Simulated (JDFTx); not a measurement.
Part of a log of a modified build of JDFTx for phosphorus nitride, PN (SMILES N#P), charge 0, multiplicity 1 (PBE, GBRV ultrasoft potentials, plane waves to 20/100 Ha):

```
unit cell volume = 3647.9
Chosen fftbox size, S = [  80  70  70  ]
unit cell volume = 3647.9
Chosen fftbox size, S = [  72  60  60  ]
  'N' pseudopotential, 'SLA  PW   PBE  PBE' functional
  5 valence electrons, 2 orbitals, 4 projectors, 729 radial grid points, with lMax = 1
  'P' pseudopotential, 'SLA  PW   PBX  PBC' functional
  5 valence electrons, 2 orbitals, 6 projectors, 903 radial grid points, with lMax = 2
Initialized 2 species with 2 total atoms.
Folded 1 k-points by 1x1x1 to 1 k-points.
nElectrons:  10.000000   nBands: 5   nStates: 1
average nbasis = 15547.000 , ideal nbasis = 15584.092
Correction to mu due to finite nuclear width = -0.00271993
   Cavity determined by nc: 0.000263 and sigma: 0.6
   Effective cavity tension: -1.08e-05 Eh/bohr^2 to account for cavitation and dispersion.
[...]
	Linear fluid (dielectric constant: 4.34) occupying 0.837787 of unit cell:	Completed after 7 iterations
[... later lines of the fluid solver are left out ...]
ElecMinimize: Iter:   0  Etot: -16.550711604149487  |grad|_K:  2.401e-04  alpha:  1.000e+00
ElecMinimize: Iter:   1  Etot: -16.555305101697375  |grad|_K:  1.261e-04  alpha:  1.026e+00  linmin:  4.587e-03
[... lines cut ...]
ElecMinimize: Iter:   7  Etot: -16.557054357744597  |grad|_K:  1.661e-06  alpha:  9.739e-01  linmin: -2.867e-04
ElecMinimize: Iter:   8  Etot: -16.557054593699000  |grad|_K:  7.790e-07  alpha:  1.100e+00  linmin: -3.209e-04
ElecMinimize: Iter:   9  Etot: -16.557054644618532  |grad|_K:  3.874e-07  alpha:  1.079e+00  linmin:  4.534e-04
ElecMinimize: Iter:  10  Etot: -16.557054658185393  |grad|_K:  2.124e-07  alpha:  1.163e+00  linmin: -1.229e-03
ElecMinimize: Converged (|Delta Etot|<1.000000e-07 for 2 iters).

# Energy components:
   A_diel =       -0.0082052175399549
   Eewald =       -0.0082815770023880
       EH =       13.6568555801686404
     Eloc =      -36.5575634032072827
      Enl =        3.0364214499270776
      Exc =       -5.4932356995712590
 Exc_core =        1.2060164377505596
       KE =        7.6109377712892110
-------------------------------------
     Etot =      -16.5570546581853932
```

Which solvation model was used?
A. SCCS (cation parameters)
B. CANDLE
C. nonlinear PCM (GLSSA13)
D. linear PCM (GLSSA13)

D, linear PCM (GLSSA13). The liquid was diethyl ether (dielectric constant 4.3), no salt.
